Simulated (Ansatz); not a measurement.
TaSi$_{2}$:
```
TaSi2
1.0
    4.77987     0.00000     0.00000
   -2.38993     4.13949     0.00000
    0.00000     0.00000     6.55386
Ta Si
3 6
Cartesian
 -1.19497   2.06974   2.18462
  2.38993   0.00000   0.00000
  1.19497   2.06974   4.36924
  2.38993   2.82989   0.00000
 -1.25579   3.48469   4.36924
  1.13414   0.65480   2.18462
  0.00000   1.30959   0.00000
  3.64573   0.65480   4.36924
  1.25579   3.48469   2.18462
```

Relaxed with r²SCAN. Special points in fractions of this cell's reciprocal vectors: Γ (0.000, 0.000, 0.000); M (0.500, 0.000, 0.000); K (0.333, 0.333, 0.000); A (0.000, 0.000, 0.500); L (0.500, 0.000, 0.500); H (0.333, 0.333, 0.500).

### Question
List the band energies nearest the Fermi level at these points for plane-wave PAW r²SCAN with spin–orbit coupling (Ansatz code).

### Answer
In eV from the Fermi level; about four levels below and three above (degenerate sets whole), none deeper than 8.9 eV; points with the same levels are listed once.

```tsv
k	below	above
Γ	-2.33 -2.33 -1.70 -1.70	0.84 0.84 3.15 3.15
M	-0.16 -0.16 -0.09 -0.09	0.90 0.90 1.22 1.22
K	-1.85 -1.85 -1.83 -1.78	0.21 0.31 0.31
A	-2.20 -2.20 -1.91 -1.91	1.21 1.21 1.27 1.27
L	-0.76 -0.76 -0.34 -0.34	1.63 1.63 2.07 2.07
H	-0.31 -0.29 -0.02 -0.02	1.04 1.04 1.66 1.66
```

Space group P6_422. The first step of the workflow began from a Materials Project structure, measured or hypothetical; the Crystallography Open Database files this formula in space group No. 181, but the cells were not matched. Its standing as an ambient phase is unchecked. The r²SCAN relaxation kept the symmetry of its start; its stability against distortions is not shown here. The run is not spin-polarised.

Potentials: the later of the program's two PAW sets.
